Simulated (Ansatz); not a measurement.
The relaxed structure here is a generated cell of Te2Mo: the first start was made by placing the elements on the sites of a structure type, and the end was not matched to a known phase here, so it may be hypothetical. Known forms of Te2Mo include space group No. 194.

The end point of a relaxation of Te$_{2}$Mo. All values below come from r2SCAN (plane waves to 500 eV, PAW, scalar-relativistic; Ansatz, a program for electronic structure).

```cif
data_Mo2Te4
_chemical_formula_sum 'Mo2 Te4'
_space_group_name_H-M_alt 'P 1'
_space_group_IT_number 1
_cell_length_a 7.98100
_cell_length_b 7.98100
_cell_length_c 7.98100
_cell_angle_alpha 142.178
_cell_angle_beta 142.178
_cell_angle_gamma 54.562
loop_
_space_group_symop_operation_xyz
  'x, y, z'
loop_
_atom_site_label
_atom_site_type_symbol
_atom_site_fract_x
_atom_site_fract_y
_atom_site_fract_z
_atom_site_occupancy
Mo1 Mo 0.50000 0.50000 0.00000 1
Mo2 Mo 0.25000 0.75000 0.50000 1
Te1 Te 0.30624 0.30624 0.00000 1
Te2 Te 0.05624 0.55624 0.50000 1
Te3 Te 0.44376 0.94376 0.50000 1
Te4 Te 0.69376 0.69376 0.00000 1
```

### Question
Find the space group and the Wyckoff positions (tolerance 0.01 Å).

### Answer
Space group I4₁/amd, origin choice 1 (No. 141); a = b = 5.1733 Å, c = 14.1866 Å, α = β = γ = 90.00°

```tsv
atom	site	symmetry	x	y	z
Mo	4b	-4m2	0.0000	0.0000	0.5000
Te	8e	2mm.	0.0000	0.0000	0.3062
```

### Question
Give the shortest distances between elements (the closest pairs, up to four, under 3.6 Å).

### Answer
Mo–Te 2.71 Å; Te–Te 3.24 Å.

| Property | Value |
|---|---|
| Volume per atom | 31.64 Å³ |
| Density | 6.14 g/cm³ |
| Band gap | no gap (metallic) |

No spin polarisation in the result.

The run could not lose the symmetry of its start: the end is stationary, and may be a saddle point rather than a minimum.
